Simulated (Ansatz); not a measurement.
## 4 guesses for WCl4F2 and where they end

Level of theory: Ansatz, DFT PBE, scalar-relativistic, plane waves, PAW. All cells share a 420 eV cutoff and Γ-centred k meshes spaced about 0.3 Å⁻¹ or finer (0.25 for metals, 2π included). No spin polarisation in the final relaxations.

Each guess was relaxed in cell and atoms at zero pressure, within the symmetry of its start. All energies are static (0 K, no zero-point motion). Coordination counts Cl or F atoms around W (for each partner element, those within 1.25 times its shortest distance or 1.15 times the sum of covalent radii, where it is the nearest in units of that sum or under 1.3).

| guess | made from | start group | V start (Å³/atom) | end group | V end (Å³/atom) | coordination at the end | gap on mesh (eV) | E over the lowest end (meV/atom) |
| --- | --- | --- | --- | --- | --- | --- | --- | --- |
| 1 | a cell proposed by chemical analogy | I4/mmm | 21.2 | I4/mmm | 32.4 | W 6 | 1.70 | 0 |
| 2 | a cell proposed by chemical analogy | P-1 | 21.2 | P-1 | 32.2 | W 6 | 1.82 | 0 |
| 3 | a cell proposed by chemical analogy | Imm2 | 21.0 | ? | ? | ? | ? | ? |
| 4 | a cell proposed by chemical analogy | P1 | 21.2 | P1 | 33.0 | W 6 | 2.34 | 7 |

Guess 3 as it starts:

```cif
data_structure
_symmetry_space_group_name_H-M 'Imm2'
_symmetry_Int_Tables_number 44
_cell_length_a 6.3000
_cell_length_b 8.2000
_cell_length_c 5.7000
_cell_angle_alpha 90.000
_cell_angle_beta 90.000
_cell_angle_gamma 90.000
_cell_volume 294.46
loop_
_atom_site_label
_atom_site_type_symbol
_atom_site_symmetry_multiplicity
_atom_site_Wyckoff_symbol
_atom_site_fract_x
_atom_site_fract_y
_atom_site_fract_z
_atom_site_occupancy
W1 W 2 a 0.00000 0.00000 0.00000 1
Cl1 Cl 4 c 0.75400 0.50000 0.21900 1
Cl2 Cl 4 d 0.00000 0.27700 0.00000 1
F1 F 4 c 0.70800 0.50000 0.73000 1
```

Question: Predict the end of this guess and its energy over the lowest end.

Answer: It ends in space group Imm2 (No. 44), with a = 7.483 Å, b = 10.482 Å, c = 6.561 Å, 36.8 Å³/atom and a gap of 2.22 eV; its coordination is W 6. It lies 8 meV/atom over the lowest end, within the noise of guess 4 and so the highest of the set. Counting Cl or F atoms around W, this end and the lowest (guess 1) both have W 6.

```
W Cl F
1.0
    -3.74174    5.24091    3.28033
     3.74174   -5.24091    3.28033
     3.74174    5.24091   -3.28033
W Cl F
1 4 2
Direct
  0.99081 0.99081 0.00000
  0.75112 0.97243 0.22131
  0.75112 0.52982 0.77869
  0.22346 0.00439 0.21907
  0.78531 0.00439 0.78093
  0.19808 0.37098 0.17289
  0.19808 0.02519 0.82711
```

Energies over the elements count from the elements' standard structures at the same level (Cl₂, F₂ as molecules), with no fitted energy shifts.

Question: Is the lowest end bound against the elements?

Answer: Yes: its formation energy is −1.521 eV/atom. Whether it is stable depends on the other phases of the system, which aren't compared here.

No dispersion correction is applied, so the spacing and binding between layers, chains or molecules are poorly described (I4/mmm, P-1, P1, Imm2), and this can change margins and order among such cells. These runs have no spin–orbit coupling, which can matter for W. Kohn–Sham gaps at this level usually fall short of measured ones. With atoms moved at random, I4/mmm, P-1 and P1 came back. Without a clear test, and held by symmetry: Imm2. A lower structure may well exist outside this small set. Some structure types and database cells were kept out of the candidates from the start, so a known form may be missing.
